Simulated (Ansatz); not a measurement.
A: InAs (zinc blende), a = b = c = 6.1866 Å, α = β = γ = 90.00°
B: BAs (zinc blende), a = b = c = 4.8094 Å, α = β = γ = 90.00°
C: GaP (zinc blende), a = 5.506 Å, b = 5.506 Å, c = 5.506 Å, α = 90.00°, β = 90.00°, γ = 90.00°
D: CdSe (zinc blende), a = 6.196 Å, b = 6.196 Å, c = 6.196 Å, α = 90.00°, β = 90.00°, γ = 90.00°
E: Ni (fcc, Cu type), a = b = c = 3.519 Å, α = β = γ = 90.00°

Scan: energy over volume and axial ratio (atoms clamped). One method and one kind of scan serve all of them; meshes and ranges differ. All were relaxed with their symmetry unable to fall. At this level the bands of InAs touch or barely overlap; measurements give the solid a gap. Relaxed Ni ends ferromagnetic. The PAW data are Ansatz's earlier set. The magnetic order is the one the run started from; other orders were not tried. (This holds for the magnetic or f-shell members.)

Rank these by shear modulus C′ = (C11 − C12)/2 (fitted) (lowest first), as PBE (plane waves to 420 eV, PAW, scalar-relativistic; Ansatz, a first-principles code) gives it.

D (9 GPa), A (16 GPa), C (36 GPa), E (62 GPa), B (102 GPa)

(A scan under strain: stresses follow from slopes of the energy per volume, elastic moduli from its curvatures.)
